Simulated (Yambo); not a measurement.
LiTaF₆ (space group R-3, No. 148): one transition space (4×4×4 mesh, 18 valence and 7 conduction bands, Tamm-Dancoff) with different kernels in Yambo, on PBEsol orbitals; field along x. BSE alone uses the static screening with 67 bands and a 3 Ry block; its scissor and those of RPA and TDDFT come from G0W0, that of the TDHF-type run from bare exchange. Axes are Cartesian, with cell vectors (Å) (2.58, 1.49, 4.53), (-2.58, 1.49, 4.53), (0.00, -2.98, 4.53).

```
kernel                                                    scissor (eV)  direct gap with it (eV)  lowest state (eV)              rough cost
--------------------------------------------------------  ------------  -----------------------  -----------------  ----------------------
BSE (screened electron-hole attraction)                           4.70                    11.23        7.34 (dark)  1 (with the screening)
RPA (no attraction)                                               4.70                    11.23       11.23 (weak)  within a factor of two
TDHF-type (unscreened attraction, exchange-only scissor)         13.93                    20.46       13.22 (dark)               about 1/2
```

Costs are rough.

RPA leaves the lowest state at the direct gap: no bound exciton. These are vertical excitations (zero momentum). Spin singlets only. Strong means a line over 3 % of the spectrum's maximum, dark under 0.03 %. Absolute energies carry the error of the G0W0 scissor, whose convergence isn't established; the long-wavelength screening was taken along (1,1,1) although the crystal is anisotropic. Convergence of the binding with the mesh was not shown.

Spin-orbit coupling is not included.

Geometry of the Materials Project entry, not relaxed at this level; primitive cell a = b = c = 5.421 Å, α = β = γ = 56.95°.

The structure is a Materials Project entry; no match was found in the copy of COD used, and its stability was not checked.
